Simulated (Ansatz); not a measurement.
A trial cell of Rh was relaxed with PBE (plane waves to 420 eV, PAW, scalar-relativistic; Ansatz, a first-principles code).

Before: R-3m, hexagonal axes (No. 166), hR1; a = 2.9106 Å, b = 2.9106 Å, c = 5.6095 Å, α = 90.00°, β = 90.00°, γ = 120.00°.

After relaxation:

Simulated powder pattern, Cu Kα1, λ = 1.54056 Å (kinematic, ideal powder, no thermal factors, no anomalous dispersion; the 24 strongest lines at most, above 1 %, up to 2θ = 90°):

| 2θ (°) | I/Imax (%) |
|---|---|
| 40.77 | 100 |
| 47.43 | 48 |
| 69.34 | 29 |
| 83.67 | 35 |
| 88.32 | 10 |

**Question.** Identify the relaxed structure from its pattern: crystal system, space group and cell.

**Answer.** Cubic, Fm-3m (No. 225), cF4, fcc (Cu type); a = b = c = 3.8302 Å, α = β = γ = 90.00°. Sites: Rh 4a (0.000, 0.000, 0.000).

**Question.** Index the strongest lines.

**Answer.** 40.77° (111), 47.43° (200), 69.34° (220), 83.67° (311), 88.32° (222).

No spin polarisation in the result.

The run could not lose the symmetry of its start; a randomly shaken copy of 2 atoms returns to this structure.
